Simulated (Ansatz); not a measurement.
Two states of RbEuCl$_{3}$

```xyz
5
Lattice="5.7560 0.0000 0.0000 0.0000 5.7560 0.0000 0.0000 0.0000 5.7560" Properties=species:S:1:pos:R:3 pbc="T T T"
Eu    0.0000    0.0000    0.0000
Cl    2.8780    0.0000    0.0000
Cl    0.0000    2.8780    0.0000
Cl    0.0000    0.0000    2.8780
Rb    2.8780    2.8780    2.8780
```

The numbers come from plane-wave PAW DFT (Ansatz): r2SCAN, 500 eV, 4×4×4 Γ-centred k points, fermi-dirac occupations (width 0.1 eV). Nothing was relaxed.

State A: no moments (no spin polarisation). State B: Eu1 up (collinear spin).

Question: Compare the two self-consistent states.

Answer: State B is lower by 1602.1 meV an atom at zero smearing; in free energy at this smearing B lies -1586.8 meV an atom from A.

```csv
state,free energy (meV/atom),largest moment in a small sphere (μB),net moment (μB/cell),gap on mesh (eV),pressure (GPa),largest force (eV/Å)
A,1586.8,0.00,0.00,metal,-2.1,0.00
B,0.0,6.87,7.00,0.79,-1.5,0.00
```

Origin: a known structure type with other elements, at an estimated volume, so it need not be a known compound. Caveats: f shells without a U or exact exchange are poorly placed; open f shell without moments; odd electron count without spin polarisation, so a magnetic state may lie lower.
